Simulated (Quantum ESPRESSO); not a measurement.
## Hf3AlO7F (finding a planted mistake in a log)

Computed values, not a measurement. The program is pw.x of Quantum ESPRESSO 7.5 (plane-wave density functional theory). The cell is made up: 12 atoms on a rutile lattice, with randomly drawn elements, strain and displacements, not relaxed. PseudoDojo standard norm-conserving files (v0.5 for PBE, v0.4.1 for LDA and PBEsol) set the functional; there is no spin polarisation, spin-orbit coupling or dispersion term, and the masses in the input are unused placeholders.

The hafnium pseudopotential is less sure than the others, with forces about 3 percent (worst 6) and pressure in oxides about 1.5 GPa (worst 2.7) from a second method in checks, which no rerun with the same files tests.

Intended input:

```
&control calculation='scf', pseudo_dir='./dojo.nc.sr.pbe.v0_5.standard.upf', outdir='./o', disk_io='low', tprnfor=.true., tstress=.true. /
&system ibrav=0, nat=12, ntyp=4, nbnd=50, ecutwfc=84.00895049, nosym=.true., tot_charge=0,
 occupations='smearing', smearing='fd', degauss=0.0018374661
/
&electrons conv_thr=7.350e-09, electron_maxstep=60, /
ATOMIC_SPECIES
Al 1.0 Al.upf
F 1.0 F.upf
Hf 1.0 Hf.upf
O 1.0 O.upf
CELL_PARAMETERS angstrom
4.8932 -0.0053 0.0104
-0.0053 4.7423 -0.0667
0.0138 -0.0882 6.2535
ATOMIC_POSITIONS angstrom
Hf 0.0455 -0.0292 -0.0225
Hf 2.4372 2.2967 1.5644
Al 0.0736 -0.0736 3.1045
Hf 2.4353 2.2679 4.6748
O 1.4646 1.4038 -0.0152
F 3.4451 3.2629 -0.0226
O 3.8874 0.8728 1.5441
O 0.9663 3.7937 1.4872
O 1.4778 1.3534 3.1156
O 3.4052 3.2901 3.065
O 4.0383 0.8548 4.703
O 0.9599 3.7412 4.5941
K_POINTS automatic
5 5 4 1 1 1
```

The log is shortened where brackets say so; the opening notice, blank lines, dates and the lines on written files are dropped, and the path of the files is cut. It prints rydbergs, bohrs and kilobars, and counts compression as positive stress. Where no state is partly filled, the Fermi energy that it prints is only some level between the filled and the empty states on the mesh, and need not lie in the true gap.

Log of the intended run:

```
     Program PWSCF v.7.5
     Parallel version (MPI & OpenMP), running on       4 processor cores
     Number of MPI processes:                 4
     Threads/MPI process:                     1
     [start-up lines left out]
     bravais-lattice index     =            0
     lattice parameter (alat)  =       9.2468  a.u.
     unit-cell volume          =     979.0684 (a.u.)^3
     number of atoms/cell      =           12
     number of atomic types    =            4
     number of electrons       =        88.00
     number of Kohn-Sham states=           50
     kinetic-energy cutoff     =      84.0090  Ry
     charge density cutoff     =     336.0358  Ry
     scf convergence threshold =      7.3E-09
     mixing beta               =       0.7000
     number of iterations used =            8  plain     mixing
     Exchange-correlation= PBE
                           (   1   4   3   4   0   0   0)
     [axes and pseudopotential details left out]
   Cartesian axes
     site n.     atom                  positions (alat units)
         1        Hf     tau(   1) = (   0.0092986  -0.0059674  -0.0045982  )
         2        Hf     tau(   2) = (   0.4980775   0.4693643   0.3197081  )
         3        Al     tau(   3) = (   0.0150412  -0.0150412   0.6344501  )
         4        Hf     tau(   4) = (   0.4976893   0.4634786   0.9553639  )
         5        O      tau(   5) = (   0.2993125   0.2868871  -0.0031063  )
         6        F      tau(   6) = (   0.7040567   0.6668214  -0.0046186  )
         7        O      tau(   7) = (   0.7944472   0.1783695   0.3155595  )
         8        O      tau(   8) = (   0.1974776   0.7752982   0.3039311  )
         9        O      tau(   9) = (   0.3020101   0.2765871   0.6367185  )
        10        O      tau(  10) = (   0.6959025   0.6723802   0.6263777  )
        11        O      tau(  11) = (   0.8252858   0.1746909   0.9611270  )
        12        O      tau(  12) = (   0.1961696   0.7645691   0.9388717  )
     number of k points=    50  Fermi-Dirac smearing, width (Ry)=  0.0018
                       cart. coord. in units 2pi/alat
        k(    1) = (   0.0999031   0.1046873   0.0990656), wk =   0.0400000
        k(    2) = (   0.0994902   0.1074388   0.2947243), wk =   0.0400000
     [further k points left out]
     Dense  grid:   101817 G-vectors     FFT dimensions: (  54,  54,  72)
     Estimated max dynamical RAM per process >     298.01 MB
     Estimated total dynamical RAM >       1.09 GB
     Initial potential from superposition of free atoms
     starting charge      87.9920, renormalised to      88.0000
     Starting wfcs are   66 randomized atomic wfcs
     total cpu time spent up to now is        7.2 secs
     per-process dynamical memory:   227.7 Mb
     Self-consistent Calculation
     iteration #  1     ecut=    84.01 Ry     beta= 0.70
     Davidson diagonalization with overlap
     ethr =  1.00E-02,  avg # of iterations =  2.0
     total cpu time spent up to now is       19.1 secs
     total energy              =    -623.54952078 Ry
     estimated scf accuracy    <       4.00890414 Ry
     iteration #  2     ecut=    84.01 Ry     beta= 0.70
     Davidson diagonalization with overlap
     ethr =  4.56E-03,  avg # of iterations =  3.6
     total cpu time spent up to now is       35.3 secs
     total energy              =    -623.74548032 Ry
     estimated scf accuracy    <       8.12332409 Ry
     [iterations 3 to 12 left out]
     iteration # 13     ecut=    84.01 Ry     beta= 0.70
     Davidson diagonalization with overlap
     ethr =  2.85E-10,  avg # of iterations =  2.0
     total cpu time spent up to now is      196.2 secs
     total energy              =    -625.50790889 Ry
     estimated scf accuracy    <       0.00000001 Ry
     iteration # 14     ecut=    84.01 Ry     beta= 0.70
     Davidson diagonalization with overlap
     ethr =  1.53E-11,  avg # of iterations =  4.1
     total cpu time spent up to now is      213.1 secs
     End of self-consistent calculation
     [lines on levels left out]
     the Fermi energy is    10.4253 ev
!    total energy              =    -625.50790889 Ry
     estimated scf accuracy    <          2.0E-09 Ry
     smearing contrib. (-TS)   =       0.00000000 Ry
     internal energy E=F+TS    =    -625.50790889 Ry
     The total energy is F=E-TS. E is the sum of the following terms:
     one-electron contribution =    -183.58951307 Ry
     hartree contribution      =     138.45006721 Ry
     xc contribution           =    -157.95077831 Ry
     ewald contribution        =    -422.41768472 Ry
     convergence has been achieved in  14 iterations
     Forces acting on atoms (cartesian axes, Ry/au):
     atom    1 type  3   force =     0.03889010    0.07493226    0.01594817
     atom    2 type  3   force =    -0.02939197   -0.03359338    0.14385790
     atom    3 type  1   force =    -0.01950985    0.00265261    0.00485711
     atom    4 type  3   force =    -0.02529138   -0.04982356   -0.16209275
     atom    5 type  4   force =     0.03240381    0.03176358   -0.01598844
     atom    6 type  2   force =    -0.00556035    0.00109493    0.00382635
     atom    7 type  4   force =     0.02876646   -0.01933570    0.00901372
     atom    8 type  4   force =    -0.01354983    0.00267420    0.02935858
     atom    9 type  4   force =    -0.00465133   -0.00833572    0.00209062
     atom   10 type  4   force =     0.01957664    0.00536396    0.02114331
     atom   11 type  4   force =    -0.03014776    0.00777921   -0.02868401
     atom   12 type  4   force =     0.00846546   -0.01517239   -0.02333058
     Total force =     0.261086     Total SCF correction =     0.000061
     Computing stress (Cartesian axis) and pressure
          total   stress  (Ry/bohr**3)                   (kbar)     P=       11.14
  -0.00010911   0.00021621   0.00006730          -16.05       31.81        9.90
   0.00021621   0.00008308   0.00016772           31.81       12.22       24.67
   0.00006730   0.00016772   0.00025314            9.90       24.67       37.24
     init_run     :      6.36s CPU      6.77s WALL (       1 calls)
     electrons    :    204.45s CPU    205.89s WALL (       1 calls)
     forces       :      2.99s CPU      3.02s WALL (       1 calls)
     stress       :     10.14s CPU     10.55s WALL (       1 calls)
     [timing details left out]
     PWSCF        :   3m44.52s CPU   3m46.88s WALL
     JOB DONE.
```

A second run was made from an input with one planted mistake. Its log:

```
     Program PWSCF v.7.5
     Parallel version (MPI & OpenMP), running on       4 processor cores
     Number of MPI processes:                 4
     Threads/MPI process:                     1
     [start-up lines left out]
     bravais-lattice index     =            0
     lattice parameter (alat)  =       9.0701  a.u.
     unit-cell volume          =     924.0269 (a.u.)^3
     number of atoms/cell      =           12
     number of atomic types    =            4
     number of electrons       =        88.00
     number of Kohn-Sham states=           50
     kinetic-energy cutoff     =      84.0090  Ry
     charge density cutoff     =     336.0358  Ry
     scf convergence threshold =      7.3E-09
     mixing beta               =       0.7000
     number of iterations used =            8  plain     mixing
     Exchange-correlation= PBE
                           (   1   4   3   4   0   0   0)
     [axes and pseudopotential details left out]
   Cartesian axes
     site n.     atom                  positions (alat units)
         1        Hf     tau(   1) = (   0.0092922  -0.0059587  -0.0046044  )
         2        Hf     tau(   2) = (   0.4980714   0.4693613   0.3197066  )
         3        Al     tau(   3) = (   0.0150426  -0.0150426   0.6344545  )
         4        Hf     tau(   4) = (   0.4976964   0.4634860   0.9553695  )
         5        O      tau(   5) = (   0.2993095   0.2868921  -0.0031044  )
         6        F      tau(   6) = (   0.7040628   0.6668314  -0.0046253  )
         7        O      tau(   7) = (   0.7944641   0.1783648   0.3155605  )
         8        O      tau(   8) = (   0.1974701   0.7752963   0.3039348  )
         9        O      tau(   9) = (   0.3020180   0.2765998   0.6367255  )
        10        O      tau(  10) = (   0.6959165   0.6723943   0.6263915  )
        11        O      tau(  11) = (   0.8252992   0.1746979   0.9611407  )
        12        O      tau(  12) = (   0.1961784   0.7645664   0.9388893  )
     number of k points=    50  Fermi-Dirac smearing, width (Ry)=  0.0018
                       cart. coord. in units 2pi/alat
        k(    1) = (   0.0999032   0.1046864   0.0990644), wk =   0.0400000
        k(    2) = (   0.0994904   0.1074367   0.2947201), wk =   0.0400000
     [further k points left out]
     Dense  grid:    96149 G-vectors     FFT dimensions: (  54,  54,  72)
     Estimated max dynamical RAM per process >     282.92 MB
     Estimated total dynamical RAM >       1.04 GB
     Initial potential from superposition of free atoms
     starting charge      87.9920, renormalised to      88.0000
     Starting wfcs are   66 randomized atomic wfcs
     total cpu time spent up to now is        9.3 secs
     per-process dynamical memory:   223.3 Mb
     Self-consistent Calculation
     iteration #  1     ecut=    84.01 Ry     beta= 0.70
     Davidson diagonalization with overlap
     ethr =  1.00E-02,  avg # of iterations =  2.0
     total cpu time spent up to now is       25.6 secs
     total energy              =    -623.61358404 Ry
     estimated scf accuracy    <       3.89741283 Ry
     iteration #  2     ecut=    84.01 Ry     beta= 0.70
     Davidson diagonalization with overlap
     ethr =  4.43E-03,  avg # of iterations =  3.3
     total cpu time spent up to now is       45.6 secs
     total energy              =    -624.09343257 Ry
     estimated scf accuracy    <       6.47164774 Ry
     [iterations 3 to 11 left out]
     iteration # 12     ecut=    84.01 Ry     beta= 0.70
     Davidson diagonalization with overlap
     ethr =  5.60E-11,  avg # of iterations =  5.9
     total cpu time spent up to now is      245.6 secs
     total energy              =    -625.47919332 Ry
     estimated scf accuracy    <       0.00000030 Ry
     iteration # 13     ecut=    84.01 Ry     beta= 0.70
     Davidson diagonalization with overlap
     ethr =  5.60E-11,  avg # of iterations =  3.1
     total cpu time spent up to now is      265.2 secs
     End of self-consistent calculation
     [lines on levels left out]
     the Fermi energy is    11.5676 ev
!    total energy              =    -625.47919336 Ry
     estimated scf accuracy    <          5.7E-09 Ry
     smearing contrib. (-TS)   =       0.00000000 Ry
     internal energy E=F+TS    =    -625.47919336 Ry
     The total energy is F=E-TS. E is the sum of the following terms:
     one-electron contribution =    -171.66528430 Ry
     hartree contribution      =     135.30120613 Ry
     xc contribution           =    -158.47032304 Ry
     ewald contribution        =    -430.64479215 Ry
     convergence has been achieved in  13 iterations
     Forces acting on atoms (cartesian axes, Ry/au):
     atom    1 type  3   force =     0.03459858    0.07303581    0.02121375
     atom    2 type  3   force =    -0.03234608   -0.02971700    0.14474008
     atom    3 type  1   force =    -0.02429967    0.00337083    0.00424825
     atom    4 type  3   force =    -0.02000165   -0.05053805   -0.16752297
     atom    5 type  4   force =     0.02880322    0.02941906   -0.01800565
     atom    6 type  2   force =    -0.00075755    0.00521008    0.00717226
     atom    7 type  4   force =     0.03404123   -0.02551550    0.02438464
     atom    8 type  4   force =    -0.01184971    0.00074959    0.04428496
     atom    9 type  4   force =    -0.02297143   -0.02616848    0.00109852
     atom   10 type  4   force =     0.03835687    0.02449025    0.02756598
     atom   11 type  4   force =    -0.03491280    0.01419518   -0.04627519
     atom   12 type  4   force =     0.01133898   -0.01853177   -0.04290463
     Total force =     0.279325     Total SCF correction =     0.000175
     Computing stress (Cartesian axis) and pressure
          total   stress  (Ry/bohr**3)                   (kbar)     P=      148.42
   0.00074811   0.00020271   0.00009148          110.05       29.82       13.46
   0.00020271   0.00092978   0.00019021           29.82      136.78       27.98
   0.00009148   0.00019021   0.00134892           13.46       27.98      198.43
     init_run     :      8.59s CPU      9.13s WALL (       1 calls)
     electrons    :    254.45s CPU    255.97s WALL (       1 calls)
     forces       :      3.50s CPU      3.56s WALL (       1 calls)
     stress       :     11.27s CPU     11.69s WALL (       1 calls)
     [timing details left out]
     PWSCF        :   4m38.09s CPU   4m40.79s WALL
     JOB DONE.
```

Question: what was wrong in the second input?

Answer: the cell and the positions are scaled by a wrong factor. The input lines that differ, file-writing options aside:

```
- 4.8932 -0.0053 0.0104
+ 4.7997 -0.0052 0.0102
- -0.0053 4.7423 -0.0667
+ -0.0052 4.6517 -0.0654
- 0.0138 -0.0882 6.2535
+ 0.0135 -0.0865 6.1341
- Hf 0.0455 -0.0292 -0.0225
+ Hf 0.0446 -0.0286 -0.0221
- Hf 2.4372 2.2967 1.5644
+ Hf 2.3906 2.2528 1.5345
- Al 0.0736 -0.0736 3.1045
+ Al 0.0722 -0.0722 3.0452
- Hf 2.4353 2.2679 4.6748
+ Hf 2.3888 2.2246 4.5855
- O 1.4646 1.4038 -0.0152
+ O 1.4366 1.377 -0.0149
- F 3.4451 3.2629 -0.0226
+ F 3.3793 3.2006 -0.0222
- O 3.8874 0.8728 1.5441
+ O 3.8132 0.8561 1.5146
- O 0.9663 3.7937 1.4872
+ O 0.9478 3.7212 1.4588
- O 1.4778 1.3534 3.1156
+ O 1.4496 1.3276 3.0561
- O 3.4052 3.2901 3.065
+ O 3.3402 3.2273 3.0065
- O 4.0383 0.8548 4.703
+ O 3.9612 0.8385 4.6132
- O 0.9599 3.7412 4.5941
+ O 0.9416 3.6697 4.5064
```

|  | intended run | run with the mistake |
| --- | --- | --- |
| free energy (eV) | -8510.469 | -8510.078 |
| smearing term -TS (eV) | 0.0000 | 0.0000 |
| pressure (GPa) | 1.11 | 14.84 |
| largest force component (eV/Å) | 4.168 | 4.307 |
| largest change of a force component (eV/Å) |  | 0.503 |
| iterations | 14 | 13 |

For scale, a rerun of the intended cell at a cutoff of 1437 eV and k mesh 7 x 7 x 6 moved values by no more than 0.004 eV in energy, 0.03 GPa in stress and 0.003 eV/Å in force.